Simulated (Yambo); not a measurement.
Yambo run on CsCl (CsCl type, space group Pm-3m, No. 221). The wavefunctions are PBEsol (Quantum ESPRESSO, PseudoDojo norm-conserving, 58 Ry, with spin-orbit coupling) ones on a 4×4×4 mesh (16 occupied bands); a = 4.065 Å, b = 4.065 Å, c = 4.065 Å, α = 90.00°, β = 90.00°, γ = 90.00°.

Yambo input:

```
rim_cut
gw0
dyson
el_el_corr
HF_and_locXC
ppa
em1d
RandQpts= 1000000
RandGvec= 1 Ry
EXXRLvcs= 58 Ry
VXCRLvcs= 232 Ry
Chimod= "HARTREE"
% BndsRnXp
 1 | 70 |
%
NGsBlkXp= 7 Ry
% LongDrXp
 1.0 | 1.0 | 1.0 |
%
PPAPntXp= 27.2114 eV
% GbndRnge
 1 | 70 |
%
GTermKind= "BG"
DysSolver= "n"
ExtendOut
% QPkrange
 1 | 1 | 16 | 17 |
%
```

k points by index: 1 = Γ.

Resulting energies as the program prints them:

```
#    K-point    Band    Eo [eV]    E [eV]    E-Eo [eV]    Vxc [eV]    Vnlxc [eV]    Sc|Eo [eV]    Sc|E [eV]    dSc/dw|Eo [eV]    Re(Z)    Im(Z)
#
    1    16    0.000000    -1.522309    -1.522309    -14.08420    -18.47499    2.524105    2.868483    -6.155283    0.815524    -0.001285
    1    17    5.152252    6.319713    1.167460    -7.929191    -3.748571    -2.835913    -3.013160    -4.130967    0.868198    -0.961018E-3
```
(The two width columns are left out.) Convergence of these settings isn't established.

Geometry relaxed with PBEsol.
